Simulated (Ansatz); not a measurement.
**BaZnSbF: the relaxed cell by functional**

The starting cell is an entry of the Crystallography Open Database, a measured cell (2005, 293 K):

```yaml
crystal:
  lattice:
    - [4.43835, 0.00000, 0.00000]
    - [0.00000, 4.43835, 0.00000]
    - [0.00000, 0.00000, 9.77891]
  atoms:
    - { symbol: Ba, position: [0.00000, 0.50000, 0.35079] }
    - { symbol: Ba, position: [0.50000, 0.00000, 0.64921] }
    - { symbol: Zn, position: [0.50000, 0.50000, 0.00000] }
    - { symbol: Zn, position: [0.00000, 0.00000, 0.00000] }
    - { symbol: Sb, position: [0.50000, 0.00000, 0.16604] }
    - { symbol: Sb, position: [0.00000, 0.50000, 0.83396] }
    - { symbol: F, position: [0.50000, 0.50000, 0.50000] }
    - { symbol: F, position: [0.00000, 0.00000, 0.50000] }
```

Atoms and cell were relaxed at zero pressure with plane-wave PAW DFT (Ansatz 0.2.0; one set of PAW datasets, made under PBE, for all functionals; 420 eV, r2SCAN 500 eV; 7×7×4 Γ-centred mesh, fermi-dirac occupations of width 0.100 eV; no spin polarisation, no spin-orbit coupling, no dispersion correction), keeping the symmetry (P4/nmm, No. 129).

Four functionals were used, LDA, PBEsol, PBE and r2SCAN. Their relaxed conventional cells, unnamed:

| run | a (Å) | c (Å) | volume (Å³/atom) |
| --- | --- | --- | --- |
| A | 4.358 | 9.399 | 22.32 |
| B | 4.479 | 9.857 | 24.72 |
| C | 4.450 | 9.779 | 24.20 |
| D | 4.405 | 9.587 | 23.25 |

**Question.** Which run is LDA's and which PBE's?

**Answer.** A is LDA, which overbinds and gives the smallest cell, and B is PBE, as a rule the largest. Of the two between, D is PBEsol and C is r2SCAN, an order that varies from crystal to crystal. Formation energies in eV an atom: LDA -1.907, PBEsol -1.814, PBE -1.808, r2SCAN -2.010.

Caveats: each relaxation keeps the start's symmetry, so a distorted cell may lie lower; computed cells are at 0 K with fixed nuclei; formation energies are at zero smearing against the elements' usual phases under the same functional, gases as free molecules, uncorrected.
